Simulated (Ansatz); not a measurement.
Phonons of a relaxed structure of MgS by density-functional perturbation theory (low response-accuracy setting, no LO–TO term) at Γ and zone-boundary points with q components 0 or ½ of the primitive reciprocal vectors. The numbers are results of r2SCAN (plane waves to 500 eV, PAW, scalar-relativistic; Ansatz, an electronic-structure program), not measurements. Γ-centred k-mesh 8×8×8, Fermi–Dirac smearing 0.05 eV.

```
MgS
1.0
    0.00000     2.60154     2.60154
    2.60154     0.00000     2.60154
    2.60154     2.60154     0.00000
Mg S
1 1
Direct
  0.50000   0.50000   0.50000
  0.00000   0.00000   0.00000
```

Space group Fm-3m (No. 225), rock salt type.

```tsv
q	wavenumbers (cm⁻¹; i marks imaginary)
Γ	0 (×3), 237 (×3)
L (½, 0, 0)	182 (×2), 201 (×2), 305, 368
X (½, ½, 0)	136 (×2), 197, 265 (×2), 306
```

**Question.** What do these wavenumbers say about the structure?

**Answer.** No instability shows at these points (nothing beyond 15i cm⁻¹, the threshold used here). Other wavevectors were not sampled, so this does not prove stability.

No spin polarisation in the result.
